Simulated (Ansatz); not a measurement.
CsH:
```
CsH
1.0
    0.00000     3.19046     3.19046
    3.19046     0.00000     3.19046
    3.19046     3.19046     0.00000
Cs H
1 1
Direct
  0.00000   0.00000   0.00000
  0.50000   0.50000   0.50000
```

Relaxed with r²SCAN.

Question: Map the electron localisation function on the plane through (0.000, 0.000, 0.000) spanned by u = [1, 0, 0] and v = [0, 1, -1] in lattice vectors, from r²SCAN (plane waves, PAW; program Ansatz).

Answer: x is the fraction of u, y of v (the angle between them is 90°; rows are the nearest grid lines); atoms in the plane: Cs at (0.00, 0.00), H at (0.50, 0.50).
```
|001688874100001478886100|
|003788863000000368887300|
|136888862000000268888631|
|678888741000000147888876|
|888887510001100015788888|
|888875200135531002578888|
|888752001479974100257888|
|766410014899998410014667|
|432100148999999841001234|
|100001489999999984100001|
|000003799999999997300000|
|000015999999999999510000|
|000015999999999999510000|
|000003799999999997300000|
|100001489999999984100001|
|432100148999999841001234|
|766410014899998410014667|
|888752001479974100257888|
|888875200135531002578888|
|888887510001100015788888|
|678888741000000147888876|
|136888862000000268888631|
|003788863000000368887300|
|001688874100001478886100|
```
Scale: ten equal steps from 0.000 (start of '0') to 1.00 (end of '9'), in the order '0123456789'; x runs from 0.000 to 1.00, y from 0.000 (bottom) to 1.00 (top).

The density is the valence pseudo-density with augmentation charge, so density and ELF within about 1 Å of a nucleus are not all-electron values.

Space group Fm-3m (rock salt). The workflow started from a Materials Project entry (that database holds measured and hypothetical structures alike); the Crystallography Open Database files this formula in space group No. 225, but the cells were not matched. Whether it is the stable phase at ambient conditions was not checked. The cell was relaxed with r²SCAN under the symmetry of its start; its stability against distortions is not shown here. Scalar-relativistic: spin–orbit coupling is off unless named, which matters more the heavier the elements.

Potentials: the later of the program's two PAW sets.
